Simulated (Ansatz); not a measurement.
K (bcc, W type)

```
CELL_PARAMETERS angstrom
     -2.63975     2.63975     2.63975
      2.63975    -2.63975     2.63975
      2.63975     2.63975    -2.63975
ATOMIC_POSITIONS crystal
  K  0.00000 0.00000 0.00000
```

Calculation: PBE (plane waves to 420 eV, PAW, scalar-relativistic; Ansatz, a first-principles code). DFPT wavenumbers on a 14×14×14 k mesh, in cm⁻¹ and rounded to 5; i marks imaginary ones, q is in fractions of the reciprocal vectors of the cell shown, and the three acoustic modes at Γ are left out. K was relaxed with its symmetry unable to fall. The PAW data are Ansatz's earlier set.

Task: List the wavenumbers at N = (0.5, 0.0, 0.0), H = (0.5, 0.5, 0.5), with degeneracies.

Result: 
| q | wavenumbers (cm⁻¹) |
|---|---|
| N = (0.5, 0.0, 0.0) | 15, 50, 75 |
| H = (0.5, 0.5, 0.5) | 75 (×3) |
